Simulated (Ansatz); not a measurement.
In DFT-r²SCAN in the program Ansatz with PAW potentials, Si in the cubic phase (I4_132; Si on 8a) relaxes to a = 6.387 Å. Si has 3 nearest neighbours from 2.26 Å (trigonal planar).

Electronic character: metallic (no gap).

An equation-of-state fit gives a bulk modulus of 49.6 GPa. The relaxed-ion elastic constants in GPa are C11 = 44.9, C12 = 52.3, C44 = -15.3.

The start of the workflow was typed in or built on a structure type; neither database checked (COD, Materials Project) lists it. It is not the phase usual at ambient conditions (space group No. 227). The cell was relaxed with r²SCAN under the symmetry of its start. At this level the phase is mechanically unstable. As this level gives no gap, shear constants depend on the k-mesh and smearing (Fermi–Dirac, 0.1 eV here).

Potentials: the later of the program's two PAW sets.
